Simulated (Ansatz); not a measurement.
Y, DFT, LDA, PAW with Ansatz's default frozen-core files, scalar-relativistic (Ansatz 0.2.0), run on 1 thread of Arm Neoverse V2 on a shared host.

The cell is COD entry 1534898, as deposited and not checked against the literature; nothing was relaxed. The listed cell was then made from it by scaling, straining or moving an atom.

Command: `ansatz run input.yaml --threads 1 --pin off --max-ram 3072MiB --backend cpu --events-out ev --progress --plain --runs-dir out`

```yaml
crystal:
  lattice:
    - [0.0, 2.485, 2.46015]
    - [2.485, 0.0, 2.46015]
    - [2.485, 2.485, 0.0]
  atoms:
    - { symbol: "Y", position: [0.0, 0.0, 0.0] }
kpoints:
  mp_grid: { grid: [13, 13, 13] }
scf:
  occupations: { method: fermi_dirac, width: 0.05 }
hamiltonian:
  xc: lda
  pseudopotentials: { kind: paw }
output:
  forces: true
  stress: true
  eigenvalues: true
  efg: { contact_densities: true }
```

(1) How large is the problem that the program sets up?

(2) Estimate the wall time and the peak memory.

(3) And the same cell and mesh by all-electron PAW (datasets made for this crystal), asked for forces, stress, eigenvalues, efg, on the same hardware?

## Answers

(1) 196 irreducible k-points, 601 plane waves at Γ, 10 bands.

(2) 3.4 s of wall time for 6 SCF iterations, with a peak of 0.36 GiB. Times on shared machines scatter by tens of per cent.

(3) 7.7 s, peak memory 0.36 GiB.
